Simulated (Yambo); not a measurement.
Consider the following.

```xyz
2
Lattice="0.0000 2.6347 2.6347 2.6347 0.0000 2.6347 2.6347 2.6347 0.0000" Properties=species:S:1:pos:R:3 pbc="T T T"
Si     3.9520     3.9520     3.9520
Si     2.6347     2.6347     2.6347
```

Workflow: PBEsol (Quantum ESPRESSO, PseudoDojo norm-conserving, 36 Ry, without SOC), then G0W0 in Yambo (4×4×4 Γ-centred k mesh, 148 bands and a 14 Ry block in the screening, 148 bands in G with the Bruneval-Gonze terminator, plasmon pole fitted at 27.2 eV).

Question: Give the PBEsol and G0W0 gaps between the band edges found on this mesh, and say where the edges lie.

Answer: Edges: Γ → X. PBEsol: 0.40 eV; G0W0: 1.17 eV. The mesh misses an edge: along a dense path the PBEsol gap is 0.29 eV. Convergence of the G0W0 settings was not tested. 

Geometry strained from the cell relaxed with PBEsol, atoms relaxed again.
